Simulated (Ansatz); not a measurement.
# Te$_{2}$Mo: from a starting cell to a relaxed one

The start is a generated cell, Te2Mo built in the pyrite structure type. The structure is fully relaxed (lattice and positions, P = 0) with PBE (plane waves to 420 eV, PAW, scalar-relativistic; Ansatz, an electronic-structure program). First-step values are on the input's coarse k-mesh.

Ansatz input (later rounds restart from its end on a renewed k-mesh):
Ansatz 0.2 input:
```yaml
crystal:
  lattice:
    - [7.417576, 0, 0]
    - [0, 7.417576, 0]
    - [0, 0, 7.417576]
  atoms:
    - { symbol: Mo, position: [0, 0, 0] }
    - { symbol: Mo, position: [0.5, 0.5, 0] }
    - { symbol: Mo, position: [0, 0.5, 0.5] }
    - { symbol: Mo, position: [0.5, 0, 0.5] }
    - { symbol: Te, position: [0.3851, 0.3851, 0.3851] }
    - { symbol: Te, position: [0.8851, 0.1149, 0.6149] }
    - { symbol: Te, position: [0.6149, 0.8851, 0.1149] }
    - { symbol: Te, position: [0.1149, 0.6149, 0.8851] }
    - { symbol: Te, position: [0.6149, 0.6149, 0.6149] }
    - { symbol: Te, position: [0.1149, 0.8851, 0.3851] }
    - { symbol: Te, position: [0.3851, 0.1149, 0.8851] }
    - { symbol: Te, position: [0.8851, 0.3851, 0.1149] }
basis: { ecutwfc: 420, ecutrho_ratio: 4, xc_grid: 2, fft_grid_basis: typed }
kpoints: { mp_grid: { grid: [3, 3, 3] } }
hamiltonian:
  xc: pbe
  dispersion: none
  pseudopotentials: { kind: paw }
scf: { occupations: { method: fermi_dirac, width: 0.05 } }
relax: { f_tol: 0.01, max_steps: 100, cell: { stress_tol: 0.02 } }
output: { forces: true, stress: true }
```

- Largest initial force = about 0.9 eV/Å, on Te5, Te6, Te7, Te8, Te9, Te10, Te11, Te12 (atoms numbered as listed)
- Outcome = The space group stays Pa-3 (No. 205) (the run could not lower it), with 12 atoms in the primitive cell
- Energy released = 0.58 eV/atom
- Shortest distances (start → end) = The closest pairs of elements (up to four, under 3.6 Å), start → end: Mo–Te 3.10 → 2.76 Å; Te–Te 2.95 → 3.14 Å
- Band gap at the end = zero (metallic)
- Optimiser moves = 6

Final structure:

```cif
data_Mo4Te8
_chemical_formula_sum 'Mo4 Te8'
_space_group_name_H-M_alt 'Pa-3'
_space_group_IT_number 205
_space_group_name_Hall '-P 2ac 2ab 3'
_cell_length_a 6.69215
_cell_length_b 6.69215
_cell_length_c 6.69215
_cell_angle_alpha 90.000
_cell_angle_beta 90.000
_cell_angle_gamma 90.000
loop_
_atom_site_label
_atom_site_type_symbol
_atom_site_symmetry_multiplicity
_atom_site_Wyckoff_symbol
_atom_site_fract_x
_atom_site_fract_y
_atom_site_fract_z
_atom_site_occupancy
Mo1 Mo 4 a 0.00000 0.00000 0.00000 1
Te1 Te 8 c 0.36438 0.36438 0.36438 1
```

Final values are on a 6×6×6 k-mesh of the relaxed cell. No spin polarisation in the result. A magnetic state may lie lower.

The run could not lose the symmetry of its start, so the end can be a saddle point.

The relaxed structure here is a generated cell of Te2Mo: the first start was made by placing the elements on the sites of a structure type, and the end was not matched to a known phase here, so it may be hypothetical. Known forms of Te2Mo include space group No. 194.
